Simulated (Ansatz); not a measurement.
CuI (zinc blende, F-43m), r²SCAN in the plane-wave PAW code Ansatz. The conduction-band minimum lies at Γ, with 1 equivalent valley. Second derivatives d²E/dk² of the lowest band at one valley (eV·Å²), along Cartesian directions:

| direction | d²E/dk² |
|---|---|
| [100] | 41.94 |
| [010] | 41.94 |
| [001] | 41.97 |
| [110] | 41.97 |
| [101] | 41.93 |
| [011] | 41.93 |

**Question.** Find the principal effective masses, the density-of-states mass and the conductivity mass.

**Answer.** Off-diagonal terms follow from H_xy = H[110] − (H_xx + H_yy)/2, and m*/mₑ = 7.620 eV·Å² over each eigenvalue: 0.18, 0.18, 0.18. One valley's DOS mass (m₁m₂m₃)^(1/3) = 0.18, conductivity mass 3/(Σ 1/mᵢ) = 0.18 mₑ.

**Question.** What effective density of states Nc follows at 300 K for parabolic valleys?

**Answer.** Nc = 2.509e19 × 1 × (0.18)^(3/2) ≈ 1.9e18 cm⁻³.

Symmetry was held in the r²SCAN relaxation. No spin polarisation was allowed. Point labels and valley counts follow the cell and symmetry of the run, lower than the named group. Spin–orbit coupling is left out wherever it is not named.

Potentials: the later of the program's two PAW sets.

Edges and masses are those of Kohn–Sham bands, whose gap is no quasiparticle gap.
